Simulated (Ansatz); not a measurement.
AlCr2C:
```cif
data_C2Al2Cr4
_chemical_formula_sum 'Al2 Cr4 C2'
_space_group_name_H-M_alt 'P63/mmc'
_space_group_IT_number 194
_space_group_name_Hall '-P 6c 2c'
_cell_length_a 2.81250
_cell_length_b 2.81250
_cell_length_c 12.59488
_cell_angle_alpha 90.000
_cell_angle_beta 90.000
_cell_angle_gamma 120.000
loop_
_atom_site_label
_atom_site_type_symbol
_atom_site_symmetry_multiplicity
_atom_site_Wyckoff_symbol
_atom_site_fract_x
_atom_site_fract_y
_atom_site_fract_z
_atom_site_occupancy
Al1 Al 2 d 0.66667 0.33333 0.25000 1
Cr1 Cr 4 f 0.33333 0.66667 0.08433 1
C1 C 2 a 0.00000 0.00000 0.00000 1
```

Relaxed at zero pressure with PBEsol (plane waves, PAW; program Ansatz).

**Question.** The volume is lowered by 9 % and shape and atoms relax at that volume. What pressure results, and how do the axes share the change?

**Answer.** 23.3 GPa; a -3.2 %, b -3.2 %, c -2.8 %; the energy rises by 65 meV/atom.

**Question.** Give the new structure.

**Answer.** 
Space group P6₃/mmc (No. 194); a = b = 2.722 Å, c = 12.240 Å, α = β = 90.00°, γ = 120.00°

```
atom  site  symmetry       x       y       z
----  ----  --------  ------  ------  ------
Al      2d      -6m2  0.6667  0.3333  0.2500
Cr      4f       3m.  0.3333  0.6667  0.0877
C       2a      -3m.  0.0000  0.0000  0.0000
```

The phase is kept; no other phase was compared at this pressure.

Space group P6_3/mmc. Symmetry was held in the PBEsol relaxation. The run is not spin-polarised.

Potentials: the earlier of the program's two PAW sets. The files were generated under PBE; for other functionals the program regenerates the frozen cores, and for LDA and PBEsol the local potential too.
